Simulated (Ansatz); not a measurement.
PtSeS:
```
CELL_PARAMETERS angstrom
      3.65336     0.00000     0.00000
     -1.82668     3.16390     0.00000
      0.00000     0.00000     4.62257
ATOMIC_POSITIONS crystal
  Pt 0.33333 0.66667 0.00963
  Se 0.00000 0.00000 0.73024
  S  0.66667 0.33333 0.26013
```

Relaxed with LDA.

**Question.** Which orbitals make up the states near the Fermi level in DFT-LDA in the program Ansatz with PAW potentials?

**Answer.** Within 0.5 eV of the Fermi level: Se 4p 32 %, Pt 5d 31 %, S 3p 27 %. Projections are on Löwdin-orthogonalised atomic valence shells; empty p or d shells of many metals are not among them.

**Question.** Tabulate the density of states.

**Answer.** States/eV per cell of 3 atoms, in 0.25 eV bins, energy from the Fermi level.

| E (eV) | total | Pt 5d | S 3p | Se 4p |
|---|---|---|---|---|
| -7.85 | 0.65 | 0.15 | 0.20 | 0.19 |
| -7.60 | 1.36 | 0.33 | 0.41 | 0.39 |
| -7.35 | 2.93 | 0.87 | 0.89 | 0.83 |
| -7.10 | 2.36 | 0.86 | 0.69 | 0.65 |
| -6.85 | 3.03 | 1.26 | 0.84 | 0.80 |
| -6.60 | 3.76 | 1.92 | 0.94 | 0.79 |
| -6.35 | 3.31 | 1.73 | 0.79 | 0.65 |
| -6.10 | 3.11 | 1.36 | 0.81 | 0.68 |
| -5.85 | 2.44 | 1.00 | 0.67 | 0.48 |
| -5.60 | 1.09 | 0.54 | 0.24 | 0.20 |
| -5.35 | 1.71 | 0.84 | 0.32 | 0.41 |
| -5.10 | 2.38 | 1.20 | 0.44 | 0.52 |
| -4.85 | 3.14 | 1.76 | 0.55 | 0.56 |
| -4.60 | 4.58 | 2.84 | 0.77 | 0.68 |
| -4.35 | 3.00 | 2.05 | 0.43 | 0.40 |
| -4.10 | 0.94 | 0.52 | 0.19 | 0.19 |
| -3.85 | 1.69 | 1.01 | 0.28 | 0.32 |
| -3.60 | 4.56 | 3.53 | 0.37 | 0.41 |
| -3.35 | 4.26 | 2.77 | 0.51 | 0.61 |
| -3.10 | 2.17 | 1.00 | 0.47 | 0.54 |
| -2.85 | 2.32 | 1.02 | 0.57 | 0.60 |
| -2.60 | 2.72 | 1.14 | 0.72 | 0.73 |
| -2.35 | 2.40 | 0.91 | 0.70 | 0.68 |
| -2.10 | 2.84 | 0.98 | 0.88 | 0.84 |
| -1.85 | 2.64 | 0.71 | 0.94 | 0.84 |
| -1.60 | 2.13 | 0.48 | 0.82 | 0.70 |
| -1.35 | 1.51 | 0.29 | 0.61 | 0.51 |
| -1.10 | 0.81 | 0.17 | 0.32 | 0.26 |
| -0.85 | 0.68 | 0.12 | 0.28 | 0.23 |
| -0.60 | 0.63 | 0.10 | 0.26 | 0.22 |
| -0.35 | 0.43 | 0.06 | 0.18 | 0.15 |
| -0.10 | 0.22 | 0.03 | 0.08 | 0.08 |
| 0.15 | 0.97 | 0.37 | 0.20 | 0.29 |
| 0.40 | 1.33 | 0.48 | 0.30 | 0.41 |
| 0.65 | 1.89 | 0.62 | 0.47 | 0.61 |
| 0.90 | 1.98 | 0.59 | 0.54 | 0.67 |
| 1.15 | 1.82 | 0.50 | 0.53 | 0.64 |
| 1.40 | 2.15 | 0.56 | 0.66 | 0.76 |
| 1.65 | 2.23 | 0.57 | 0.70 | 0.80 |
| 1.90 | 1.86 | 0.47 | 0.61 | 0.69 |
| 2.15 | 1.43 | 0.36 | 0.48 | 0.54 |
| 2.40 | 0.35 | 0.09 | 0.12 | 0.13 |
| 2.65 | 0.00 | 0.00 | 0.00 | 0.00 |
| 2.90 | 0.00 | 0.00 | 0.00 | 0.00 |
| 3.15 | 0.00 | 0.00 | 0.00 | 0.00 |
| 3.40 | 0.03 | 0.00 | 0.00 | 0.00 |
| 3.65 | 0.04 | 0.00 | 0.00 | 0.00 |
| 3.90 | 0.06 | 0.00 | 0.00 | 0.00 |
| 4.15 | 0.33 | 0.00 | 0.03 | 0.03 |
| 4.40 | 0.94 | 0.01 | 0.09 | 0.09 |
| 4.65 | 1.51 | 0.02 | 0.16 | 0.14 |
| 4.90 | 2.11 | 0.04 | 0.24 | 0.22 |

Space group P3m1. The first step of the workflow began from a Materials Project structure, measured or hypothetical; the Crystallography Open Database copy checked does not list it. With Se and S taken as one species the cell has the higher symmetry P-3m1, so it may be an ordered model of a mixed-site phase. Whether it is the stable phase at ambient conditions was not checked. Symmetry was held in the LDA relaxation; its stability against distortions is not shown here. The run is not spin-polarised. A crystal of weakly bound layers computed without a dispersion correction: the cell and the soft elastic constants depend strongly on that. Spin–orbit coupling is left out wherever it is not named.

Potentials: the later of the program's two PAW sets.
